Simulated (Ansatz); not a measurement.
The cell of LiAl₅B is invented: random cell by space group and Wyckoff sites (R-3m, No. 166). Its size is a rough estimate.

Space group R-3m:H (No. 166). a = 6.346 Å, b = 6.346 Å, c = 10.183 Å, α = 90.00°, β = 90.00°, γ = 120.00°
```json
{"atom": "Li", "site": "3b", "symmetry": "-3m", "x": "0.3333", "y": "0.6667", "z": "0.1667"}
{"atom": "Al", "site": "6c", "symmetry": "3m", "x": "0.3333", "y": "0.6667", "z": "0.5149"}
{"atom": "Al", "site": "9e", "symmetry": ".2/m", "x": "0.1667", "y": "0.3333", "z": "0.3333"}
{"atom": "B", "site": "3a", "symmetry": "-3m", "x": "0.0000", "y": "0.0000", "z": "0.0000"}
```

Computed with DFT PBE, scalar-relativistic, plane waves, PAW (Ansatz 0.2.0). Cutoff 420 eV, Gaussian smearing, Γ-centred meshes. Cell and atoms relax first on a coarse mesh and then on a finer one. In between, the cell is made exact in the group found at 0.06 Å. In metals the finer mesh still leaves noise of several meV/atom or more. The steps can't lower the symmetry of their start. No spin polarisation.

A guess keeps its type if space group and coordination stay and the shape of the cell changes little (axis ratios within about 15 %, angles within 6°); the volume may change.

**Question.** Does it keep its structure type, or change into something else?

**Answer.** It doesn't keep its type. The symmetry stays R-3m (No. 166). The volume per atom shrinks by 9.4 %, from 16.9 to 15.3 Å³. The shortest distance goes from 1.55 Å (Al–B) to 2.13 Å (Al–B). The ratio c/a of the conventional cell changes by a factor of 1.72. Counting neighbours within 15 % of an atom's shortest distance, the start has Al 1/4, B 2, Li 6 and the end Al 1/8, B 2, Li 12. In detail, at the end Li is surrounded by 6 Al at 2.79 Å and 6 Al at 2.97 Å; Al on a site of symmetry 3m is surrounded by 1 B at 2.13 Å, 3 Li at 2.97 Å, 6 Al at 2.98–2.99 Å and 6 Al at 3.33 Å; around B lie 2 Al at 2.13 Å and 6 Al at 2.56 Å; 1 more site not described.

```
Li Al B
1.0
     2.56031    1.47820    4.72408
    -2.56031    1.47820    4.72408
     0.00000   -2.95639    4.72408
Li Al B
1 5 1
Direct
  0.50000 0.50000 0.50000
  0.84963 0.84963 0.84963
  0.15037 0.15037 0.15037
  0.50000 0.50000 0.00000
  0.00000 0.50000 0.50000
  0.50000 0.00000 0.50000
  0.00000 0.00000 0.00000
```

The last run used a 12×12×12 mesh for its 7-atom cell and Gaussian smearing of 0.10 eV. The cell is a metal run without spin; a magnetic state may lie lower. Symmetry constrained the relaxation, so the result can be a saddle point.

In counts of neighbours, a slash parts the counts of unlike sites.
